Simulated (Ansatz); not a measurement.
Re2C in space group P6_3/mmc (No. 194; Re on 4f, C on 2c) under volume change, plane-wave PAW LDA (Ansatz code), shape and atoms relaxed at each volume.

```tsv
V (Å³/atom)	E − E(relaxed) (meV/atom)	P (GPa)
10.219	148.7	51.33
10.556	62.3	31.35
10.893	(withheld)	(withheld)
11.230	0.0	0.00
11.566	13.2	-12.22
11.903	(withheld)	(withheld)
12.240	107.0	-31.33
```

Problem. Some entries are withheld; supply them.

Solution. 
- 11.903, E − E(relaxed) (meV/atom): 50.1
- 11.903, P (GPa): -22.57
- 10.893, E − E(relaxed) (meV/atom): 14.7
- 10.893, P (GPa): 14.39

Problem. What does a third-order Birch–Murnaghan fit give for V₀, B₀ and B′?

Solution. V₀ = 11.23 Å³/atom, B₀ = 441 GPa, B′ = 4.5.

The first step of the workflow began from a Materials Project structure, measured or hypothetical; the Crystallography Open Database copy checked does not list it. Whether it is the stable phase at ambient conditions was not checked. The LDA relaxation kept the symmetry of its start; whether a distortion lowers the energy is not shown. No spin polarisation was allowed. Scalar-relativistic: spin–orbit coupling is off unless named, which matters more the heavier the elements.

Potentials: the later of the program's two PAW sets.
